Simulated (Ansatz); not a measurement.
**Calculated K-41 NMR of the central transition for K₃ZnH₅**

Cell: a structure deposited in the COD, taken as it stands.

Space group I4/mcm (No. 140); a = 7.5819, c = 11.1671 Å.

| site | Wyckoff | site symmetry | x | y | z |
| --- | --- | --- | --- | --- | --- |
| K1 | 8h | m.2m | 0.6829 | 0.1829 | 0.0000 |
| K5 | 4a | 422 | 0.0000 | 0.0000 | 0.2500 |
| Zn | 4b | -42m | 0.0000 | 0.5000 | 0.2500 |
| H9 | 4c | 4/m.. | 0.0000 | 0.0000 | 0.0000 |
| H11 | 16l | ..m | 0.1242 | 0.6242 | 0.1619 |

One atom of each set is listed; the run and its k-mesh use a cell of 18 atoms with edges of 7.74, 7.74, 7.74 Å.

The numbers come from a DFT calculation in Ansatz (PBE, plane waves and PAW, scalar-relativistic, 420 eV cutoff, Γ-centred 5×5×5 k-points, Fermi–Dirac smearing 0.02 eV).

K-41 has I = 3/2 and Q = 73.40 mb (Pyykkö 2018); at 7.05 T its Larmor frequency is ν₀ = 7.7 MHz. Only the quadrupole interaction is simulated: positions count from each site's isotropic chemical shift, and shift anisotropy, dipolar and J coupling are left out.

The K sites: K1 (4 atoms; 8 H at 2.75–2.98 Å); K5 (2 atoms; 10 H at 2.79–3.16 Å).

Fitted components of the simulated spectrum:

```tsv
component	|C_Q| (MHz)	η
A	2.28	0.35
B	2.92	0.00
```

Task: Which site most likely gives which component?

Result: By the calculation, A is K1, B is K5. An axis of threefold or higher order runs through K5, so V_zz lies along it and η is zero. Like point charges on the first shell alone (each adding as 1/d³) would put K1 above K5: the covalent part of each bond and the atoms beyond the first shell count as well.

With ν_Q/ν₀ up to 0.19, terms beyond second order are no longer negligible.
